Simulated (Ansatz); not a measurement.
Hf (hcp, Mg type)

```xyz
2
Lattice="3.2041 0.0000 0.0000 -1.6021 2.7749 0.0000 0.0000 0.0000 5.0689" Properties=species:S:1:pos:R:3 pbc="T T T"
Hf     0.0000     1.8499     3.8017
Hf     1.6021     0.9250     1.2672
```

The slice is a (0001) plane (indices of the conventional cell) through the point (0.333, 0.667, 0.750) (fractional), spanned by u = [110] and v = [1 -1 0] in vectors of this cell: u (3.20 Å) and v (5.55 Å, at 90° to u). It covers one period; positions are fractions (u, v).

Level of theory: PBE (plane waves to 420 eV, PAW, scalar-relativistic; Ansatz, a quantum-chemistry and plane-wave program). k mesh 17×17×9. These are valence fields of a PAW run, semicore shells included where kept as valence: close to a nucleus they are smooth pseudo fields. Hf is run without spin polarisation. Hf was relaxed with its symmetry unable to fall. Spin-orbit coupling is left out, though Hf is heavy. The PAW data are Ansatz's earlier set.

Three fields on this plane, each scaled to ten steps between its own extremes (0 low, 9 high; the total valence density on a logarithmic scale, the potential cut 8 eV below its top; x marks points blanked near nuclei; v = 0 in the bottom row):

Map A
```
|xxxx05750xxx|
|xxxx17871xxx|
|xxx0589850xx|
|001479997410|
|555666666655|
|776410001467|
|8740xxxxx047|
|750xxxxxxx05|
|640xxxxxxx04|
|640xxxxxxx04|
|750xxxxxxx05|
|871xxxxxxx17|
|9850xxxxx058|
|997410001479|
|666655555666|
|001467776410|
|xxx0478740xx|
|xxxx05750xxx|
|xxxx04640xxx|
|xxxx04640xxx|
```

Map B
```
|xxxx12521xxx|
|xxxx15851xxx|
|xxx0389830xx|
|000158985100|
|001234443210|
|221001110012|
|2100xxxxx001|
|200xxxxxxx00|
|100xxxxxxx00|
|201xxxxxxx10|
|521xxxxxxx12|
|851xxxxxxx15|
|9830xxxxx038|
|985100000158|
|443210001234|
|110012221001|
|xxx0012100xx|
|xxxx00200xxx|
|xxxx00100xxx|
|xxxx10201xxx|
```

Map C
```
|xxxx94349xxx|
|xxxx64346xxx|
|xxx7444447xx|
|875333433357|
|111234443211|
|001258985210|
|0026xxxxx620|
|015xxxxxxx51|
|128xxxxxxx82|
|239xxxxxxx93|
|349xxxxxxx94|
|346xxxxxxx64|
|4447xxxxx744|
|433357875333|
|443211111234|
|985210001258|
|xxx6200026xx|
|xxxx51015xxx|
|xxxx82128xxx|
|xxxx93239xxx|
```

Problem. Assign the maps to these fields: electron localisation function (ELF); valence electron density; electrostatic potential energy of an electron, from the cell's mean.

Solution. A is the electrostatic potential energy of an electron, from the cell's mean; B is the electron localisation function (ELF); C is the valence electron density.
